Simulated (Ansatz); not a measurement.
BeSe:
```
BeSe
1.0
    3.06655     0.00000     0.00000
    0.00000     3.06655     0.00000
    0.00000     0.00000     3.06655
Be Se
1 1
Direct
  0.00000   0.00000   0.00000
  0.50000   0.50000   0.50000
```

Relaxed with PBEsol. Special points in fractions of this cell's reciprocal vectors: Γ (0.000, 0.000, 0.000); X (0.000, 0.500, 0.000); M (0.500, 0.500, 0.000); R (0.500, 0.500, 0.500).

List the band energies nearest the Fermi level at these points for DFT-PBEsol in the program Ansatz with PAW potentials.

In eV from the Fermi level; about four levels below and three above (degenerate sets whole), none deeper than 8.9 eV; … stands for higher levels left out; points with the same levels are listed once.

```
k                                below                above
-  -----------------------------------  -------------------
Γ                    -1.47 -1.47 -1.47       0.88 5.00 5.00
X                                -8.42       0.45 0.45 3.01
M                    -6.63 -6.63 -1.95  1.59 6.92 7.32 7.32
R  -4.28 -4.28 -4.28 -0.54 -0.54 -0.54               2.70 …
```

Space group Pm-3m (CsCl type). The cell is a constructed one: a structure type filled with these elements; neither database checked (COD, Materials Project) lists it. COD files the formula under space group No. 216. Its standing as an ambient phase is unchecked. The cell was relaxed with PBEsol under the symmetry of its start. At this level the phase is dynamically unstable (imaginary phonons). Spin–orbit coupling is left out wherever it is not named.

Potentials: the later of the program's two PAW sets.
